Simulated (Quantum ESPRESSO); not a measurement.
```cif
data_ClTl
_chemical_formula_sum 'Cl1 Tl1'
_space_group_name_H-M_alt 'P 1'
_space_group_IT_number 1
_cell_length_a 3.83747
_cell_length_b 3.83747
_cell_length_c 3.83747
_cell_angle_alpha 90.000
_cell_angle_beta 90.000
_cell_angle_gamma 90.000
loop_
_space_group_symop_operation_xyz
  'x, y, z'
loop_
_atom_site_label
_atom_site_type_symbol
_atom_site_fract_x
_atom_site_fract_y
_atom_site_fract_z
_atom_site_occupancy
Cl1 Cl 0.50000 0.50000 0.50000 1
Tl1 Tl 0.00000 0.00000 0.00000 1
```

The geometry is that of Materials Project entry mp-23167, symmetrised and not relaxed again.

Task: What does norm-conserving PBEsol (Quantum ESPRESSO, 62 Ry, with spin-orbit coupling) give for the electronic structure near the Fermi level?

Result: The PBEsol gap is indirect, 1.50 eV, from X to R; the smallest direct gap is 1.78 eV.
